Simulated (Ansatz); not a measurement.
In plane-wave PAW PBE (Ansatz code), MoS2 in the trigonal phase (R3m; Mo on 3a, S on 3a, S on 3a) relaxes to a = 3.185 Å, c = 22.321 Å. Mo has 6 nearest neighbours from 2.41 Å (trigonal prismatic); S on 3a has 3 nearest neighbours from 2.41 Å (trigonal pyramidal); S on 3a has 3 nearest neighbours from 2.41 Å (trigonal pyramidal). Its formation energy from the elements is -0.89 eV/atom, with no fitted shifts.

It is gapped at this level: 1.45 eV (indirect). The hole mass is 0.96, 1.7, 1.7 mₑ (principal values).

The PBE relaxation kept the symmetry of its start. The run is not spin-polarised. The volume moved by 23 % from the start of the relaxation. A crystal of weakly bound layers computed without a dispersion correction: the cell and the soft elastic constants depend strongly on that. The references are the lowest solids computed at this level, not always the standard phases. Scalar-relativistic: spin–orbit coupling is off unless named, which matters more the heavier the elements.

Potentials: the later of the program's two PAW sets.
